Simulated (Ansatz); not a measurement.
Trial structures of Ag3SnSe: starts and ends

These are results of Ansatz, DFT PBE, scalar-relativistic, plane waves, PAW, not measurements. All cells share a 420 eV cutoff and Γ-centred k meshes spaced at most about 0.3 Å⁻¹ (about 0.25 or finer for metals, 2π included). Collinear spin in cells that started with moments and kept them past the coarse steps, no spin elsewhere.

Each guess was relaxed in cell and atoms at zero pressure, within the symmetry of its start. These are static total energies at zero pressure. Coordination counts Ag or Sn atoms around Se (for each partner element, those within 1.25 times its shortest distance or 1.15 times the sum of covalent radii, where it is the nearest in units of that sum or under 1.3; the shortest distance is added where it exceeds 1.18 times the sum of covalent radii).

```tsv
guess	made from	start group	V start (Å³/atom)	end group	V end (Å³/atom)	coordination at the end	gap on mesh (eV)	E over the lowest end (meV/atom)
1	random cell	P6/mmm	28.4	?	?	?	?	?
2	BaTiO3 type	P4mm	19.6	P4mm	23.0	Se 8	0	0
3	random cell	Pm-3m	23.1	Pm-3m (antiperovskite)	28.5	Se 12 from 3.7 Å	0	636
4	Sm3TlC type	Pm-3m	23.6	Pm-3m (antiperovskite)	26.1	Se 6	0	299
```

Guess 1 as it starts:

```cif
data_structure
_symmetry_space_group_name_H-M 'P 1'
_symmetry_Int_Tables_number 1
_cell_length_a 5.1402
_cell_length_b 5.1402
_cell_length_c 6.1969
_cell_angle_alpha 90.000
_cell_angle_beta 90.000
_cell_angle_gamma 120.000
_cell_volume 141.79
loop_
_atom_site_label
_atom_site_type_symbol
_atom_site_fract_x
_atom_site_fract_y
_atom_site_fract_z
_atom_site_occupancy
Ag1 Ag 0.50000 0.00000 0.50000 1
Ag2 Ag 0.00000 0.50000 0.50000 1
Ag3 Ag 0.50000 0.50000 0.50000 1
Sn1 Sn 0.00000 0.00000 0.00000 1
Se1 Se 0.00000 0.00000 0.50000 1
```

Q: Predict the end of this guess and its energy over the lowest end.

A: It ends in space group P6/mmm (No. 191), with a = 5.604 Å, c = 5.771 Å, 31.4 Å³/atom and no gap; its coordination is Se 8. It lies 0.38 eV/atom over the lowest end, above guess 4 and below guess 3. Counting Ag or Sn atoms around Se, this end and the lowest (guess 2) both have Se 8.

```
Ag Sn Se
1.0
     5.60367    0.00000    0.00000
    -2.80184    4.85292    0.00000
     0.00000    0.00000    5.77122
Ag Sn Se
3 1 1
Cartesian
  2.8018 0.0000 2.8856
  -1.4009 2.4265 2.8856
  1.4009 2.4265 2.8856
  0.0000 0.0000 0.0000
  0.0000 0.0000 2.8856
```

Energies over the elements count from the elements' standard structures at the same level, with no fitted energy shifts. The references include grey tin.

Q: Is the lowest end bound against the elements?

A: No: its formation energy is +0.08 eV/atom. A positive value: parting into the elements would lower its energy.

The reference form of Se is held partly by dispersion forces, which this level lacks. Cells relaxed within their symmetry can be saddle points. A lower structure may well exist outside this small set. Some structure types and database cells were kept out of the candidates from the start, so a known form may be missing.
